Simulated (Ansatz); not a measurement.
TaGeO₃:
```
TaGeO3
1.0
    4.05767     0.00000     0.00000
    0.00000     4.05767     0.00000
    0.00000     0.00000     3.93443
Ta Ge O
1 1 3
Cartesian
  2.02883   2.02883   2.03816
  0.00000   0.00000   0.78039
  0.00000   2.02883   1.90156
  2.02883   0.00000   1.90156
  2.02883   2.02883   0.02831
```

Relaxed with PBEsol. Special points in fractions of this cell's reciprocal vectors: Γ (0.000, 0.000, 0.000); X (0.000, 0.500, 0.000); M (0.500, 0.500, 0.000); Z (0.000, 0.000, 0.500); R (0.000, 0.500, 0.500); A (0.500, 0.500, 0.500).

Problem. List the band energies nearest the Fermi level at these points for DFT-PBEsol in the program Ansatz with PAW potentials.

Solution. In eV from the Fermi level; about four levels below and three above (degenerate sets whole), none deeper than 8.9 eV; points with the same levels are listed once.

```tsv
k	below	above
Γ	-4.03 -1.02 -0.50 -0.50	0.95 3.44 3.44
X	-4.28 -4.23 -3.21 -0.32	0.40 1.36 1.56
M	-5.22 -5.22 -4.60 -4.50 -4.30	1.52 1.52 1.66 1.66
Z	-4.92 -4.92 -3.91 -1.12 -0.89	2.02 2.02 3.24 3.24
R	-6.15 -5.16 -4.06 -3.56	0.95 1.43 1.79
A	-5.85 -4.48 -3.59 -3.59	1.85 2.17 2.17
```

Space group P4mm. The start of the workflow was typed in or built on a structure type; neither database checked (COD, Materials Project) lists it. Its standing as an ambient phase is unchecked. The PBEsol relaxation kept the symmetry of its start. At this level the phase is dynamically unstable (imaginary phonons). The run is not spin-polarised. With an odd number of electrons in the cell and no spin polarisation, the count alone makes it a metal. Spin–orbit coupling is left out wherever it is not named.

Potentials: the later of the program's two PAW sets.
